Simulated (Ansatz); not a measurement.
ZnAu (CsCl type, space group No. 221) at seven volumes, the program Ansatz at the LDA level (PAW), scaled uniformly. One row is withheld.

```csv
V (Å³/atom),P (GPa)
13.499,19.28
13.944,11.60
14.389,?
14.834,0.00
15.279,-4.34
15.724,-7.92
16.169,-10.85
```

Fit the shown pressures and predict the withheld one.

P = (3/2)B₀(x^(7/2) − x^(5/2))[1 + (3/4)(B′ − 4)(x − 1)] with x = (V₀/V)^(2/3). Least squares on the six rows gives V₀ = 14.834 Å³/atom, B₀ = 159 GPa, B′ = 5.37. At V = 14.389, x = 1.0205 and P = 5.26 GPa. The run itself gave 5.25 GPa.

Space group Pm-3m (CsCl type). Symmetry was held in the LDA relaxation; of distortions, only those at the zone centre were tested. Scalar-relativistic: spin–orbit coupling is off unless named, which matters more the heavier the elements.

Potentials: the later of the program's two PAW sets.
